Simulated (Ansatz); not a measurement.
**Does relaxation matter for the field gradients of Ca3BiN with phosphorus replacing N?**

Start: a supercell of Ca3BiN (antiperovskite type, Pm-3m) built from a COD entry, with all atoms left at the host's positions.

Space group Im-3m (No. 229); a = 9.7768 Å.

| site | Wyckoff | site symmetry | x | y | z |
| --- | --- | --- | --- | --- | --- |
| Ca1 | 12e | 4m.m | 0.2500 | 0.5000 | 0.5000 |
| Ca2 | 12d | -4m.2 | 0.7500 | 0.0000 | 0.5000 |
| Bi | 8c | .-3m | 0.2500 | 0.2500 | 0.2500 |
| P | 2a | m-3m | 0.5000 | 0.5000 | 0.5000 |
| N | 6b | 4/mm.m | 0.5000 | 0.5000 | 0.0000 |

One atom of each set is listed; the run and its k-mesh use a cell of 20 atoms with edges of 8.47, 8.47, 8.47 Å.

All values are calculated (Ansatz; DFT, PBE, plane waves and PAW, scalar-relativistic, 420 eV cutoff, Γ-centred 3×3×3 k-points, Fermi–Dirac smearing 0.01 eV), not measured.

The largest force at the start is 3.1 eV/Å. Relaxing the ions at fixed cell moves them by 0.159 Å at most (atom 1, Ca) and 0.087 Å rms.

```
site  moved (Å)                        first shell before                         first shell after  V_zz before (10²¹ V/m²)  η before
 Ca1      0.159  1 P at 2.44 Å, 1 N at 2.44 Å, angle 180°  1 N at 2.29 Å, 1 P at 2.60 Å, angle 180°                   -10.03      0.00
 Ca2      0.000                 2 N at 2.44 Å, angle 180°                 2 N at 2.44 Å, angle 180°                    -8.79      0.00
  Bi      0.000                           12 Ca at 3.46 Å                           12 Ca at 3.46 Å                     3.41      0.00
   P      0.000                            6 Ca at 2.44 Å                            6 Ca at 2.60 Å                     0.00         –
   N      0.000                            6 Ca at 2.44 Å                       6 Ca at 2.29–2.44 Å                   -0.025      0.00
```

**Question.** What are V_zz and η after the relaxation?

**Answer.** 

```tsv
site	V_zz after	η after	change of V_zz
Ca1	-10.88	0.00	-0.85
Ca2	-8.37	0.00	+0.42
Bi	-6.83	0.00	-10.24
P	0.00	–	0.00
N	-1.61	0.00	-1.59
```

The largest change of V_zz is on Bi, from 3.41 to -6.83. Small gradients that grow severalfold: N (-0.025 to -1.61). In per cent, |V_zz| changes by -5 to +9 on Ca (all sites that start above 0.5, bar those whose gradient vanishes or changes sign or whose main axis turns by over 40°). V_zz changes sign on Bi (same axis).

The defect repeats with the cell of 20 atoms, so it feels its images: sites between two images don't show the values beside a lone defect, and zeros or small values of η there can come from the images' arrangement. Ca carries a gradient in the pure host already, so the values there aren't the defect's effect alone. Spin–orbit coupling is left out, which shifts gradients on Bi by a few per cent in wide-gap crystals, and can shift them far more where the calculated gap is small or absent, as here.
Before: With a gap of 0.3 eV on this mesh, small gradients can still move by 0.1 × 10²¹ V/m² or more as the k-mesh gets denser. The cell keeps the host's lattice, where the PBE pressure is 6 GPa. The neighbours have not yet relaxed around the defect (largest force 3.1 eV/Å), so the values at and beside it are those of a strained start, not of the defect in a real crystal.
After: The relaxation keeps the site symmetry m-3m of the start, so the impurity can't leave its site; a start off the site could end lower. The cell keeps the host's lattice, where the PBE pressure is 5 GPa.
